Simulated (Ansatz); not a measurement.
GaP:
```cif
data_GaP
_chemical_formula_sum 'Ga1 P1'
_space_group_name_H-M_alt 'P 1'
_space_group_IT_number 1
_cell_length_a 3.59711
_cell_length_b 3.59711
_cell_length_c 3.59711
_cell_angle_alpha 60.000
_cell_angle_beta 60.000
_cell_angle_gamma 60.000
loop_
_space_group_symop_operation_xyz
  'x, y, z'
loop_
_atom_site_label
_atom_site_type_symbol
_atom_site_fract_x
_atom_site_fract_y
_atom_site_fract_z
_atom_site_occupancy
Ga1 Ga 0.00000 0.00000 0.00000 1
P1 P 0.50000 0.50000 0.50000 1
```

This is the PBEsol-relaxed structure.

### Question
All from PBEsol in the plane-wave PAW code Ansatz, unless another level is named. Give the electronic character.

### Answer
metallic (no gap).

### Question
Give the density of states at the Fermi level.

### Answer
0.54 states/eV per atom (mean over ±0.08 eV).

### Question
Give the formation energy from the elements (no fitted shifts).

### Answer
-68 meV/atom.

### Question
What about the gap with spin–orbit coupling?

### Answer
none (metallic).

Space group Fm-3m (rock salt). The start of the workflow was typed in or built on a structure type; neither database checked (COD, Materials Project) lists it. It is not the phase usual at ambient conditions (space group No. 216). The PBEsol relaxation kept the symmetry of its start; of distortions, only those at the zone centre were tested. The references are the lowest solids computed at this level, not always the standard phases. Scalar-relativistic: spin–orbit coupling is off unless named, which matters more the heavier the elements.

Potentials: the later of the program's two PAW sets.
